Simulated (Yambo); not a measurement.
NaRhS₂O₈ (space group C2/m, No. 12), G0W0@LDA in Yambo; all else as in the reference (2×2×2 Γ-centred k mesh, bands 6 to 233 and a 7 Ry block in the screening, 233 bands in G with the Bruneval-Gonze terminator, plasmon pole fitted at 27.2 eV). One parameter is varied: the cutoff of the wavefunctions in Yambo, over 10, 20, 30, 50, 88 Ry.

From which value on does the gap (0, -0.5, -0.5) → (0, -0.5, 0) stay within 0.05 eV of the largest setting?

From 20 Ry on.
```csv
cutoff of the wavefunctions in Yambo (Ry),G0W0 gap (eV),valence shift (eV)
10,3.29,-0.01
20,3.38,-0.52
30,3.35,-0.70
50,3.35,-0.74
88,3.35,-0.74
```
The last step of the sweep still moves the gap by 1 meV; the other settings are held fixed.

Spin-orbit coupling is not included.

Geometry of the Materials Project entry, not relaxed at this level; primitive cell a = b = 4.7686 Å, c = 7.2179 Å, α = β = 92.37°, γ = 66.57°.

The structure is a Materials Project entry; no match was found in the copy of COD used, and its stability was not checked.

A shift is the quasiparticle energy of the state minus its LDA energy.
